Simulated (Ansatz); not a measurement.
Given:

Starting cell, CdS (zinc blende):

```xyz
4
Lattice="0.0000 5.8791 5.8791 2.9395 2.9395 5.8791 2.9395 2.9395 0.0000" Properties=species:S:1:pos:R:3 pbc="T T T"
S      4.4093    10.2884    10.2884
S      4.4093     7.3488     7.3488
Cd     0.0000     0.0000     0.0000
Cd     2.9395     5.8791     8.8186
```

The atoms are displaced by Q × the pattern below (from a DFPT mode at X = (0.5, 0.5, 0.0), largest move 1; Q in Å), at fixed cell. It is one choice among 2 degenerate patterns. (q is in reciprocal vectors of the primitive cell; the cell shown is doubled to hold the pattern.)

```tsv
atom	x	y	z
S1	0.681	0.000	0.000
S2	-0.681	0.000	0.000
Cd3	0.000	1.000	0.000
Cd4	0.000	-1.000	0.000
```

These are r2SCAN (plane waves to 500 eV, PAW, scalar-relativistic; Ansatz, a quantum-chemistry and plane-wave program) values and carry that method's errors. k mesh 10×10×10 (Γ-centred), Fermi-Dirac smearing 0.05 eV. E stands for the smeared free energy. CdS was relaxed with its symmetry unable to fall. The PAW data are Ansatz's earlier set. ΔE is measured from the undisplaced structure.

The scan covers Q from -0.100 to 0.100 Å in 13 points.

Question: Which space group does the distorted structure have?

Answer: C222_1 (No. 20), lowered from F-43m.

Question: Is this a single well or a double well?

Answer: A single well with its minimum at or next to zero displacement.

Question: What harmonic wavenumber does the curvature at Q = 0 give?

Answer: 54 cm⁻¹.

(A displaced cell: forces are minus the slopes of the energy, force constants its curvatures, and phonons follow from these.)
